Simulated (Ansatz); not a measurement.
A plane-wave DFT run in Ansatz 0.2.0 (scalar-relativistic PAW potentials unless the input names others): input and command.

```yaml
crystal:
  lattice:
    - [4.7727846334, 0.0, 0.0]
    - [0.0, 4.7727846334, 0.0]
    - [0.0, 0.0, 4.7727846334]
  atoms:
    - { symbol: Ta, position: [0.0, 0.0, 0.0] }
    - { symbol: Al, position: [0.0, 0.5, 0.5] }
    - { symbol: Al, position: [0.5, 0.0, 0.5] }
    - { symbol: Al, position: [0.5, 0.5, 0.0] }
    - { symbol: Cd, position: [0.5, 0.5, 0.5] }
basis:
  ecutwfc: 500
kpoints:
  mp_grid: { grid: [8, 8, 8] }
hamiltonian:
  xc: r2scan
scf:
  max_iter: 60
output:
  forces: true
  eigenvalues: true
  stress: true
```

```bash
ansatz run input.yaml --threads 1 --pin off --max-ram 2560MiB --backend cpu --events-out ev --progress --plain --runs-dir out
```

**Question.** What will the program do with this input?

**Answer.** The program refuses it, because of no occupation method (scf.occupations: {"method": "gaussian", "width": 0.1} → not typed). With the sound run's settings it is accepted.

Abridged log:
```
Error: YAML parse error: `scf.occupations.method` is required: fixed only where the cell keeps a band gap throughout the run, explicit beside scf.occupations.values (under evaluate: without them), else a smearing such as fermi_dirac (scf.occupations.width is optional; its entry in the input reference gives the default)
```